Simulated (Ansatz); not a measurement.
**HPbNO4 and the effect of the functional**

```cif
data_structure
_symmetry_space_group_name_H-M 'P1'
_symmetry_Int_Tables_number 1
_cell_length_a 4.2041
_cell_length_b 4.3393
_cell_length_c 6.7291
_cell_angle_alpha 71.947
_cell_angle_beta 72.291
_cell_angle_gamma 62.231
_cell_volume 101.39
loop_
_atom_site_label
_atom_site_type_symbol
_atom_site_symmetry_multiplicity
_atom_site_Wyckoff_symbol
_atom_site_fract_x
_atom_site_fract_y
_atom_site_fract_z
_atom_site_occupancy
H1 H 1 a 0.89145 0.68202 0.62796 1
Pb1 Pb 1 a 0.14426 0.92872 0.88352 1
N1 N 1 a 0.25670 0.28861 0.30171 1
O1 O 1 a 0.83108 0.65056 0.78405 1
O2 O 1 a 0.38694 0.22380 0.11295 1
O3 O 1 a 0.31104 0.03576 0.45856 1
O4 O 1 a 0.07726 0.60633 0.32275 1
```

The cell comes from a database or a generator and needn't be the stable form of this composition.

Kept alike: task band structure; k mesh 7 × 7 × 5; occupations fermi-dirac, width 0.05 eV; no spin polarisation. Program: Ansatz, Ansatz PAW. Cutoffs run from 420 to 500 eV. The mesh is that of the run's cell of 7 atoms. No spin-orbit coupling.

| functional | band gap (eV) | pressure (GPa) |
| --- | --- | --- |
| BLYP | 2.783 | 2.09 |
| LDA | 2.738 | -6.17 |
| PBE | 2.816 | 0.00 |
| PBEsol | 2.810 | -2.92 |
| r2SCAN | 3.150 | -3.23 |
| revPBE | 2.863 | 2.07 |

Pressure is positive in compression, with a Pulay correction for the finite cutoff. Spin-orbit coupling, left out here, moves the band edges of heavy atoms and can close or invert small gaps. Gaps are the smaller of the mesh's and the band path's. All rows use potentials made for PBE.

The band gap runs from 2.738 (LDA) to 3.150 eV (r2SCAN). From PBE: BLYP -0.033; LDA -0.078; PBEsol -0.006; r2SCAN +0.334; revPBE +0.047. The pressure runs from -6.17 (LDA) to 2.09 GPa (BLYP). From PBE: BLYP +2.09; LDA -6.17; PBEsol -2.92; r2SCAN -3.23; revPBE +2.07. A positive pressure means that the functional's own cell is larger than the one given, a negative one that it is smaller.
